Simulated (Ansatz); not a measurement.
Input file for Ansatz (a first-principles code):

Ansatz 0.2 input:
```yaml
crystal:
  lattice:
    - [0.0, 2.6942332419, 2.6942332419]
    - [2.6942332419, 0.0, 2.6942332419]
    - [2.6942332419, 2.6942332419, 0.0]
  atoms:
    - { symbol: Cd, position: [0.0, 0.0, 0.0] }
    - { symbol: F, position: [0.25, 0.25, 0.25] }
    - { symbol: F, position: [0.75, 0.75, 0.75] }
kpoints:
  mp_grid: { grid: [9, 9, 9] }
hamiltonian:
  xc: r2scan
  pseudopotentials: { kind: paw }
scf:
  occupations: { method: fixed }
checkpoint: { read: static.run }
output: { write_density: true, elf: true, volumetric_format: npy }
```

Output (shortened):

```
Pseudopotential: Cd, paw, valence charge 20
Pseudopotential: F, paw, valence charge 7
Functional definition: r2SCAN
Crystal: 3 atoms, lattice volume = 39.114 Å³
Basis set: ecut = 500 eV, 965 PW (Γ), exchange–correlation on 120×120×120 points (64 copies of the dense FFT grid, shifted against one another)
Bands: 21, of which v1, the nominal top of the filled ones, is band 17 counted from 1 (16 counted from 0)
Symmetry: 48 space group operations
Space group: Fm-3m (ITA 225), of the structure as read, at distance tolerance 3.4e-5 Å
k-points: 35 of 729
Stability of the state it starts from, as read at its close in the unpolarized treatment …
iter 1 solved again at ethr=1.18e-8 eV; its pass at ethr=3.10e-3 eV (dr2=4.02e-6 eV) is discarded
SCF iter   1: F=—  HF=-9889.378130 eV  |F-HF|=—  |Δ(HF+E_count)|=         —  Δρ=4.68e-7  dr2=5.63e-11  dr2_τ=3.90e-12  ethr=1.18e-8  ⟨swp⟩=3.0  Hψ=4699  notcnv=0  defer=68
preconditioner: auto → none
SCF iter   2: F=-9889.378130 eV  HF=-9889.378130 eV  |F-HF|=9.09e-12  |Δ(HF+E_count)|=   1.08e-9  Δρ=3.02e-7  dr2=1.32e-11  dr2_τ=2.94e-12  ethr=1.00e-12  ⟨swp⟩=6.1  Hψ=2668  notcnv=0
SCF 1 converged in 2 iterations: F = -9889.378130 eV  dr2 = 1.32e-11
SCF converged after 2 iterations
Free energy (F): -9889.378130 eV
Harris-Foulkes:  -9889.378130 eV  (|F-HF|=9.09e-12)
Internal energy: -9889.378130 eV  (E = F + TS)
E sigma→0 (E₀):  -9889.378130 eV
Fermi energy:    5.843870 eV
--- Per-component energies (eV) ---
  E_band       = -519.723625
  E_kinetic    = 922.470744
  E_local      = -4242.059087  (includes V_loc(G=0)·N_el)
  E_nonlocal   = 184.169608
  E_hartree    = 1882.149051
  E_xc         = -326.084992
  E_vxc        = -476.247351  (∫ρ·V_xc dr)
  E_paw        = -4515.869967  (= ΣΔE_a)
  E_vpaw       = -705.966651  (= ΣTr[D̂ρ^β])
  E_aug_tail   = 0.002263  (compensation charges beyond the density's cutoff)
  E_vtau       = 33.608707  (kinetic-family band-sum trace: ∫τ·v_τ [+ j·A + Jᵃ·Aᵃ] dr)
  E_ewald      = -3793.528196
  E_core_change = -0.627554  (= ΣΔE_core)
  E_smearing   =  0.000000  (= −TS)
  E_closure    =  0.000000  (closes the sum)
  Σ components = -9889.378130   (vs F -9889.378130, Δ=0.00e0)
  [band-id]    e_kinetic+e_local+e_nonlocal+2·e_hartree+e_vxc+e_vpaw+e_augmentation_tail+e_vtau = -519.723665   (vs E_band -519.723625, Δ=-3.98e-5)
--- Band table (eV; the first three rows and the last of 35) ---
  k-point 0: bands = ["-95.0573", "-55.2609", "-55.2609", "-55.2609", "-16.0508", "-14.9935", "0.2337", "0.2337", "0.2337", "1.4461", "1.4461", "4.8844", "4.8844", "4.8844", "5.3608", "5.3608", "5.3608", "9.6667", "19.5107", "19.5107", "19.5107"]
  k-point 1: bands = ["-95.0572", "-55.2612", "-55.2610", "-55.2610", "-16.0131", "-15.0271", "0.2811", "0.2811", "0.3659", "1.4312", "1.4312", "4.5161", "4.8025", "4.8025", "5.2928", "5.3699", "5.3699", "10.1147", "18.8227", "19.7057", "19.7057"]
  k-point 2: bands = ["-95.0572", "-55.2619", "-55.2611", "-55.2611", "-15.9087", "-15.1199", "0.3975", "0.3975", "0.7301", "1.4118", "1.4118", "3.8868", "4.5744", "4.5744", "4.8998", "5.3997", "5.3997", "11.2055", "17.6738", "20.2332", "20.2332"]
  k-point 34: bands = ["-95.0572", "-55.2628", "-55.2625", "-55.2618", "-15.5145", "-15.4491", "0.7967", "1.1294", "1.1750", "1.3790", "1.4363", "2.4575", "3.3168", "4.1039", "4.5768", "5.2738", "5.8439", "14.7489", "17.2928", "18.8164", "18.9492"]
```

Cost: around 2.1 core-seconds (rough) on shared cores.

Symmetry was held in the r²SCAN relaxation; phonons on a q-mesh show no instability. Scalar-relativistic: spin–orbit coupling is off unless named, which matters more the heavier the elements.

Potentials: the later of the program's two PAW sets.

Ansatz is a plane-wave DFT program.
